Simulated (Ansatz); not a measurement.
# How much do the gradients of Ga depend on the method?

Cell: a COD entry whose atoms were relaxed with PBE, the cell held.

```xyz
4
Lattice="2.2615 -3.8305 0.0000 2.2615 3.8305 0.0000 0.0000 0.0000 4.5240" Properties=species:S:1:pos:R:3 pbc="T T T"
Ga    2.2615   -2.6387    0.3708
Ga    2.2615   -1.1918    2.6328
Ga    2.2615    2.6387    4.1532
Ga    2.2615    1.1918    1.8912
```

Atom numbers follow the list; atoms alike are taken as one site, whose name carries the number of the first.

First run. Level of theory: DFT, PBE, plane waves and PAW, scalar-relativistic, 420 eV cutoff, Γ-centred 9×9×7 k-points, Fermi–Dirac smearing 0.05 eV (Ansatz 0.2.0).

| site | atom | V_zz (10²¹ V/m²) | η |
| --- | --- | --- | --- |
| Ga | 1 | -4.52 | 0.15 |

Second run. The same atoms and settings, except that the functional is r2SCAN and the cutoff is 500 eV.

(1) What does the second run give?

Results:

(1) 

| site | atom | V_zz | η | change of V_zz |
| --- | --- | --- | --- | --- |
| Ga | 1 | -5.07 | 0.19 | -0.55 |

The largest change of V_zz is on Ga, from -4.52 to -5.07.

The run finds no gap above 0.1 eV (a metal, or nearly one), so the gradients can move by 10 % or more with the k-mesh.
